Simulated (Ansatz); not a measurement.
MgO (rock salt, space group No. 225), plane-wave PAW PBEsol (Ansatz code): ε∞ = 3.24, cell volume 18.72 Å³. Infrared-active transverse modes:

| ω_TO (cm⁻¹) | oscillator strength S_xx (e²/amu) |
|---|---|
| 387.2 | 0.4065 |

Problem. Compute the static dielectric constant.

Solution. Each mode adds (4.921e7/V) S/ω²: 7.13. So ε0 = 10.4.

Problem. What LO frequency does the Lyddane–Sachs–Teller relation give?

Solution. ω_LO = ω_TO √(ε0/ε∞) = 692 cm⁻¹.

Space group Fm-3m (rock salt). Symmetry was held in the PBEsol relaxation; phonons on a q-mesh show no instability.

Potentials: the earlier of the program's two PAW sets.
